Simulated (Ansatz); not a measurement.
## Property card for Sc3SnC

Sc3SnC:
Space group Pm-3m (No. 221); a = b = c = 4.522 Å, α = β = γ = 90.00°

```
atom  site  symmetry       x       y       z
----  ----  --------  ------  ------  ------
Sc      3c    4/mm.m  0.0000  0.5000  0.5000
Sn      1a      m-3m  0.0000  0.0000  0.0000
C       1b      m-3m  0.5000  0.5000  0.5000
```

Space group Pm-3m (No. 221), anti-perovskite; conventional cell a = b = c = 4.5222 Å, α = β = γ = 90.00°.

Method: r²SCAN (plane waves, PAW; program Ansatz). Structure relaxed to zero pressure with the same functional. Other levels are named where they apply.

**Cell and energy**

```
Item                                                           Value
-----------------------------------------------------  -------------
Volume per atom                                             18.50 Å³
Density                                                   4.77 g/cm³
Formation energy from the elements (no fitted shifts)  -922 meV/atom
```

**Electronic structure**

```
Property                                                                    Result
------------------------------------  --------------------------------------------
Electronic character                                             metallic (no gap)
Density of states at the Fermi level  0.52 states/eV per atom (mean over ±0.08 eV)
```

The first step of the workflow began from a Materials Project structure, measured or hypothetical; the Crystallography Open Database copy checked does not list it. Whether it is the stable phase at ambient conditions was not checked. Symmetry was held in the r²SCAN relaxation; its stability against distortions is not shown here. No spin polarisation was allowed. The references are the lowest solids computed at this level, not always the standard phases. Scalar-relativistic: spin–orbit coupling is off unless named, which matters more the heavier the elements.

Potentials: the later of the program's two PAW sets.
